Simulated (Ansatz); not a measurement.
K₂S (anti-fluorite, space group No. 225), a = b = c = 7.4621 Å, α = β = γ = 90.00°; the cell used has 3 atoms.

Relaxed with PBE.

Tabulate the valence density and the electron localisation function along the shortest K–S contact (3.23 Å), plane-wave PAW PBE (Ansatz code).



```csv
distance from K (Å),density (e/Å³),ELF
0.32,4.07,0.76
0.48,3.28,0.85
0.65,2.11,0.87
0.81,1.10,0.84
0.97,0.50,0.67
1.13,0.22,0.30
1.29,0.12,0.07
1.45,0.09,0.06
1.62,0.10,0.17
1.78,0.14,0.50
1.94,0.23,0.74
2.10,0.36,0.82
2.26,0.57,0.86
2.42,0.85,0.86
2.58,1.09,0.81
2.75,1.08,0.61
2.91,0.72,0.21
```

The density is the valence pseudo-density with augmentation charge, so density and ELF within about 1 Å of a nucleus are not all-electron values.

Space group Fm-3m (anti-fluorite). The PBE relaxation kept the symmetry of its start; phonons on a q-mesh show no instability.

Potentials: the later of the program's two PAW sets.
